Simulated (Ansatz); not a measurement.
## Calculated with Ansatz: ZrRh, vacancy hop by nudged elastic band

Input:

```yaml
crystal:
  lattice:
    - [6.5552373, 0.0, 0.0]
    - [0.0, 6.5552373, 0.0]
    - [0.0, 0.0, 6.5552373]
  atoms:
    - { symbol: Zr, position: [0.24904259, 0.25112726, 0.25237636] }
    - { symbol: Rh, position: [0.00137063, -0.00090584, 0.00555595] }
    - { symbol: Zr, position: [0.24658875, 0.25118399, 0.75093803] }
    - { symbol: Rh, position: [0.002451, -7.524e-05, 0.49815368] }
    - { symbol: Zr, position: [0.25459646, 0.75532161, 0.25391417] }
    - { symbol: Rh, position: [0.00011817, 0.49664144, -0.00044332] }
    - { symbol: Zr, position: [0.25385672, 0.75081384, 0.75165384] }
    - { symbol: Rh, position: [0.00239772, 0.4982045, 0.49905062] }
    - { symbol: Zr, position: [0.74187519, 0.25254111, 0.25026575] }
    - { symbol: Rh, position: [0.49685863, 0.00042051, 0.00128613] }
    - { symbol: Zr, position: [0.75064363, 0.24888983, 0.74760067] }
    - { symbol: Rh, position: [0.49536568, -7.703e-05, 0.50407957] }
    - { symbol: Zr, position: [0.74721976, 0.74263175, 0.25058413] }
    - { symbol: Rh, position: [0.50223936, 0.49842371, -0.00540319] }
    - { symbol: Rh, position: [0.5007853, 0.50037758, 0.494416] }
kpoints:
  mp_grid: { grid: [2, 2, 2] }
magnetization:
  spin_polarized: false
scf:
  occupations: { method: cold, width: 0.15 }
hamiltonian:
  pseudopotentials: { kind: paw }
  xc: pbesol
basis:
  ecutwfc: 420
neb:
  images: 3
  relax_end_points: true
  climbing: true
  f_tol: 0.1
  max_iterations: 40
  order_check: false
  final_atoms:
    - { symbol: Zr, position: [0.24904259, 0.25112726, 0.25237636] }
    - { symbol: Rh, position: [0.00137063, -0.00090584, 0.00555595] }
    - { symbol: Zr, position: [0.24658875, 0.25118399, 0.75093803] }
    - { symbol: Rh, position: [0.002451, -7.524e-05, 0.49815368] }
    - { symbol: Zr, position: [0.25459646, 0.75532161, 0.25391417] }
    - { symbol: Rh, position: [0.00011817, 0.49664144, -0.00044332] }
    - { symbol: Zr, position: [0.25385672, 0.75081384, 0.75165384] }
    - { symbol: Rh, position: [0.00239772, 0.4982045, 0.49905062] }
    - { symbol: Zr, position: [0.74187519, 0.25254111, 0.25026575] }
    - { symbol: Rh, position: [0.49685863, 0.00042051, 0.00128613] }
    - { symbol: Zr, position: [0.75064363, 0.24888983, 0.74760067] }
    - { symbol: Rh, position: [0.49536568, -7.703e-05, 0.50407957] }
    - { symbol: Zr, position: [0.75041825, 0.7493938, 0.74604903] }
    - { symbol: Rh, position: [0.50223936, 0.49842371, -0.00540319] }
    - { symbol: Rh, position: [0.5007853, 0.50037758, 0.494416] }
```

Run with:

```bash
ansatz run input.yaml --threads 4 --pin off --max-ram 8192MiB --backend cpu --events-out ev --progress --plain --runs-dir out
```

Origin of the cell: a database entry, scaled a little.

The cell is 2×2×2 cells of ZrRh with one Zr taken out; atom 13 (Zr) hops into the empty site, 3.25 Å away before the end points are relaxed. All atoms were shaken by about 0.02 Å first.

Output (shortened):

```
SCF iter   1: F=—  HF=-79618.547739 eV  Δρ=1.87e-2  dr2=1.39e0
SCF iter   2: F=—  HF=-79618.425602 eV  S|Δr|=    0.00e0  Δρ=1.13e-2  dr2=3.62e-1  defer=64
SCF iter   3: F=—  HF=-79618.376949 eV  S|Δr|=    0.00e0  Δρ=3.31e-3  dr2=4.32e-2  defer=64
[… 4 lines left out …]
SCF iter   8: F=—  HF=-79618.372352 eV  S|Δr|=    0.00e0  Δρ=1.57e-5  dr2=1.13e-6
SCF iter   9: F=—  HF=-79618.372352 eV  S|Δr|=    0.00e0  Δρ=5.86e-6  dr2=1.39e-7
SCF iter  10: F=-79618.372352 eV  HF=-79618.372352 eV  S|Δr|=    0.00e0  Δρ=2.65e-6  dr2=2.90e-8
NEB iter   1: max|band force component| = 1.868e0 eV/Å  barrier→ = 1.7222 eV  barrier← = 1.7222 eV  Δτ_max = 0.2000 Å  (51 SCF iters)
NEB iter   2: max|band force component| = 1.987e0 eV/Å  barrier→ = 0.9631 eV  barrier← = 0.9630 eV  Δτ_max = 0.1004 Å  (30 SCF iters)
NEB iter   3: max|band force component| = 4.833e-1 eV/Å  barrier→ = 0.6620 eV  barrier← = 0.6620 eV  CI = image 2  Δτ_max = 0.0308 Å  (26 SCF iters)
NEB iter   4: max|band force component| = 1.492e-1 eV/Å  barrier→ = 0.6111 eV  barrier← = 0.6111 eV  CI = image 2  Δτ_max = 0.0226 Å  (22 SCF iters)
NEB iter   5: max|band force component| = 4.803e-2 eV/Å  barrier→ = 0.6016 eV  barrier← = 0.6015 eV  CI = image 2  Δτ_max = 0.0000 Å  (21 SCF iters)
--- NEB band (5 images, 5 band iterations, 150 SCF iterations, 63 more in tests of the images' electronic states and relaxations of end points) ---
  forward barrier  = 0.601579 eV
  backward barrier = 0.601546 eV
  lagrangian_above_aufbau_ev (what the smearing adds, to first order; not taken off the barriers): saddle image +0.002392 eV, end points -0.070282 and -0.070273 eV
  climbing image's point = of an order that was not read
  energies are F+E_penalty+E_count in eV, relative to image 0
  image     s (Å)  Δ vs image 0  max|band force component| (eV/Å)
      0    0.0000      0.000000                                 —
      1    0.8357      0.178989                          4.803e-2
  *   2    1.6715      0.601579                          2.449e-2
      3    2.5057      0.179905                          4.795e-2
      4    3.3398      0.000033                                 —
```

The converged band:

```
image  path over all atoms (Å)  ΔF (eV)  Zr x     y  z (Å)
    0                     0.00    0.000  4.91  4.91   1.64
    1                     0.84    0.179  4.91  4.92   2.43
    2                     1.67    0.602  4.92  4.92   3.28
    3                     2.51    0.180  4.91  4.92   4.12
    4                     3.34    0.000  4.92  4.92   4.91
```

Relaxed start, forces in eV/Å:

```xyz
15
Lattice="6.555 0.000 0.000 0.000 6.555 0.000 0.000 0.000 6.555" Properties=species:S:1:pos:R:3:forces:R:3 pbc="T T T" image=0
Zr    1.636    1.637    1.641    0.000    0.000   -0.001
Rh    0.027    0.027    0.030    0.000    0.000    0.000
Zr    1.636    1.637    4.918    0.000    0.000    0.000
Rh    0.026    0.026    3.251    0.001    0.001    0.000
Zr    1.637    4.914    1.641    0.000    0.000   -0.001
Rh    0.028    3.247    0.031    0.000   -0.001    0.000
Zr    1.640    4.914    4.918   -0.001    0.000    0.001
Rh    0.027    3.247    3.251    0.001    0.000   -0.001
Zr    4.914    1.637    1.640    0.000    0.000    0.000
Rh    3.247    0.028    0.031   -0.001    0.000    0.000
Zr    4.914    1.638    4.918    0.000    0.000    0.001
Rh    3.246    0.028    3.250    0.001    0.000    0.000
Zr    4.914    4.914    1.641    0.000    0.000    0.000
Rh    3.246    3.246    0.031    0.000   -0.001    0.001
Rh    3.246    3.246    3.249   -0.001    0.000    0.000
```

Highest image (2), forces in eV/Å:

```xyz
15
Lattice="6.555 0.000 0.000 0.000 6.555 0.000 0.000 0.000 6.555" Properties=species:S:1:pos:R:3:forces:R:3 pbc="T T T" image=2
Zr    1.638    1.638    1.538    0.000    0.000    0.016
Rh   -0.035   -0.034    0.001   -0.022   -0.022    0.000
Zr    1.637    1.638    5.019    0.000    0.000   -0.015
Rh    0.178    0.179    3.278    0.004    0.004    0.000
Zr    1.638    4.916    1.627    0.000    0.000    0.024
Rh   -0.035    3.311    0.001   -0.022    0.022    0.000
Zr    1.637    4.916    4.930    0.000    0.000   -0.024
Rh    0.178    3.098    3.279    0.002   -0.002    0.000
Zr    4.915    1.638    1.627    0.000    0.000    0.025
Rh    3.310   -0.035    0.001    0.021   -0.021    0.000
Zr    4.915    1.638    4.930    0.000    0.000   -0.024
Rh    3.097    0.179    3.279   -0.001    0.001    0.000
Zr    4.915    4.916    3.278   -0.003   -0.001   -0.001
Rh    3.311    3.312    0.001    0.021    0.021    0.000
Rh    3.097    3.098    3.279   -0.001   -0.001   -0.001
```

Relaxed end, forces in eV/Å:

```xyz
15
Lattice="6.555 0.000 0.000 0.000 6.555 0.000 0.000 0.000 6.555" Properties=species:S:1:pos:R:3:forces:R:3 pbc="T T T" image=4
Zr    1.638    1.639    1.638   -0.003   -0.001    0.001
Rh    0.027    0.028   -0.027    0.002    0.004   -0.003
Zr    1.636    1.639    4.917   -0.003   -0.001   -0.001
Rh    0.028    0.028    3.304    0.001    0.003    0.003
Zr    1.647    4.917    1.639   -0.001   -0.001    0.000
Rh    0.028    3.251   -0.028    0.001   -0.002   -0.002
Zr    1.638    4.917    4.917   -0.002    0.001   -0.002
Rh    0.029    3.250    3.306    0.002   -0.002    0.002
Zr    4.915    1.646    1.639    0.002   -0.002    0.000
Rh    3.248    0.031   -0.030    0.000   -0.001    0.002
Zr    4.916    1.639    4.916    0.002    0.000    0.000
Rh    3.248    0.032    3.308   -0.001   -0.001   -0.001
Zr    4.916    4.917    4.913   -0.001   -0.001    0.000
Rh    3.248    3.248   -0.032   -0.002    0.000    0.001
Rh    3.246    3.247    3.309    0.001    0.003   -0.001
```

Barrier of this path: 0.60 eV forwards, 0.60 eV backwards, after 5 band iterations.

Caveats: no moments, though an odd count or open d shells may carry them; the k mesh is coarse if the cell is a metal; a small cell with a neutral vacancy and no spin, whose shape can make like sites unlike; the cell is held at a rescaled volume, and strain moves barriers; the hop was drawn among near neighbours and need not be the easiest path; few images and a loose tolerance, and neither the top nor the ends were tested for their order.

It ran for 2.5 min on 4 threads of Arm Neoverse V1, with other jobs on the host, peak memory 1.7 GiB, from the program's own first density.
